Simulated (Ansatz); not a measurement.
## Bi: reading a single point

```yaml
crystal:
  lattice:
    - [4.59726, 0.00000, 0.00000]
    - [-2.29863, 3.98134, 0.00000]
    - [0.00000, 0.00000, 5.26920]
  atoms:
    - { symbol: Bi, position: [0.33333, 0.66667, 0.25000] }
    - { symbol: Bi, position: [0.66667, 0.33333, 0.75000] }
```

The numbers come from plane-wave PAW DFT (Ansatz): r2SCAN, no spin polarisation, 500 eV, 9×9×7 Γ-centred k points, fermi-dirac occupations (width 0.1 eV). Nothing was relaxed.

Question: Describe some of the short contacts.

Answer: Bi–Bi at 3.74 Å: least valence density 0.10 e/Å³ and ELF 0.35 there. Both are smooth PAW fields, read partly inside the augmentation spheres.

Question: Is there a gap?

Answer: It is a metal, with about 1.9 states/eV a cell as the mean within 0.25 eV of the Fermi level, mostly Bi p (97 %).

Question: Is the cell too large or too small?

Answer: The pressure is -7.9 GPa (compression positive), so with the atoms held at these fractions the cell would first shrink. The principal stresses -11.5, -6.2, -6.2 GPa differ, so its shape would change too.

Origin: a database entry at a rescaled volume.
